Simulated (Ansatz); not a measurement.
Values for one crystal, relaxed and computed with plane-wave PAW r²SCAN (Ansatz code); other levels are named.

- Volume per atom: 10.91 Å³
- Band gap: 4.35 eV (indirect)
- Conduction-band minimum: at Γ
- Smallest direct gap on the standard path: 5.21 eV
- Gap with spin–orbit coupling: 4.35 eV
- Electron effective mass: 0.46, 0.48, 0.48 mₑ (principal values)
- Bulk modulus (Birch–Murnaghan fit): 162 GPa

### Question
Pick the material that matches.
A. ScAlN2, P3m1 (Sc on 1b, N on 1b, Al on 1c, N on 1c)
B. Ga2O3, Cc (Pearson symbol mS20)
C. BeAlNO, P3m1 (Al on 1b, Be on 1c, O on 1b, N on 1c)
D. SrAlO2F, P4/mmm (Sr on 1d, Al on 1a, O on 2f, F on 1b)

### Answer
D, SrAlO2F, P4/mmm (Sr on 1d, Al on 1a, O on 2f, F on 1b)

The start of the workflow was typed in or built on a structure type; neither database checked (COD, Materials Project) lists it. Its standing as an ambient phase is unchecked. The r²SCAN relaxation kept the symmetry of its start; its stability against distortions is not shown here. Spin–orbit coupling is left out wherever it is not named.

Potentials: the earlier of the program's two PAW sets. The files were generated under PBE; for other functionals the program regenerates the frozen cores, and for LDA and PBEsol the local potential too.
